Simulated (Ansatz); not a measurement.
Relaxed-ion elastic tensor of Ca (simple cubic, Pm-3m) in GPa (Voigt order), r²SCAN in the plane-wave PAW code Ansatz; density 1.56 g/cm³, 42.62 Å³ per atom.

```json
[
 {"": "1", "1": "52.6", "2": "-9.5", "3": "-9.5", "4": "0.0", "5": "0.0", "6": "0.0"},
 {"": "2", "1": "-9.5", "2": "52.6", "3": "-9.5", "4": "0.0", "5": "0.0", "6": "0.0"},
 {"": "3", "1": "-9.5", "2": "-9.5", "3": "52.6", "4": "0.0", "5": "0.0", "6": "0.0"},
 {"": "4", "1": "0.0", "2": "0.0", "3": "0.0", "4": "-9.2", "5": "0.0", "6": "0.0"},
 {"": "5", "1": "0.0", "2": "0.0", "3": "0.0", "4": "0.0", "5": "-9.2", "6": "0.0"},
 {"": "6", "1": "0.0", "2": "0.0", "3": "0.0", "4": "0.0", "5": "0.0", "6": "-9.2"}
]
```

Problem. Is the crystal mechanically stable?

Solution. No: the smallest eigenvalue of C is -9.2 GPa.

This is a known high-pressure phase of the composition, computed here at zero pressure and temperature. The cell was relaxed with r²SCAN under the symmetry of its start. At this level the phase is mechanically unstable. As this level gives no gap, shear constants depend on the k-mesh and smearing (Fermi–Dirac, 0.1 eV here).

Potentials: the earlier of the program's two PAW sets.
